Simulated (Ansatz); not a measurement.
# Electric field gradients in TaSb

Computed with Ansatz 0.2.0, DFT PBEsol, scalar-relativistic, plane waves, PAW. Plane waves to 420 eV; Γ-centred k mesh 15×15×12; Fermi-Dirac smearing of 0.15 eV. No spin polarisation.

Equilibrium structure at this level:
```
CELL_PARAMETERS angstrom
3.54282 0.00000 0.00000
-1.77141 3.06818 0.00000
0.00000 0.00000 3.77431
ATOMIC_POSITIONS crystal
Ta 0.66667 0.33333 0.50000
Sb 0.33333 0.66667 0.00000
```

The cell was built by swapping an element in a database structure (itself possibly hypothetical) and relaxing; it need not be the stable form of this composition. In a metal these results depend on the k mesh and the smearing. A semilocal functional can close a gap that the real compound has. Spin–orbit coupling is left out, which matters for gradients at heavy nuclei.

Question: Give V_zz (10²¹ V/m²) and the asymmetry η at each distinct site.

Answer:
```csv
atom,V_zz,η
Ta (atom 1),2.87,0.00
Sb (atom 2),-3.90,0.00
```